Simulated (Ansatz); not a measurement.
LiAu$_{3}$ (Cu3Au type, Pm-3m), the program Ansatz at the PBE level (PAW), all energies at zero smearing, with the estimated change up to a 700 eV cutoff added, with one set of potentials and settings (totals compare only within such a set). Cell of 4 atoms (1 Li, 3 Au): -39654.144 eV.

| element | reference phase | E (eV/atom) |
|---|---|---|
| Li | Fm-3m, 1 atoms in the cell | -204.6902 |
| Au | Fm-3m, 1 atoms in the cell | -13149.3277 |

Formation energy per atom, worked out: (-39654.144 − 1×(-204.6902) − 3×(-13149.3277))/4 = -0.368 eV/atom (-35 kJ per mol of atoms), at 0 K, without zero-point energy or fitted corrections.

The first step of the workflow began from a Materials Project structure, measured or hypothetical; the Crystallography Open Database files this formula in space group No. 221, but the cells were not matched. Whether it is the stable phase at ambient conditions was not checked. The PBE relaxation kept the symmetry of its start; its stability against distortions is not shown here. The references are the lowest solids computed at this level, not always the standard phases. Spin–orbit coupling is left out wherever it is not named.

Potentials: the later of the program's two PAW sets.
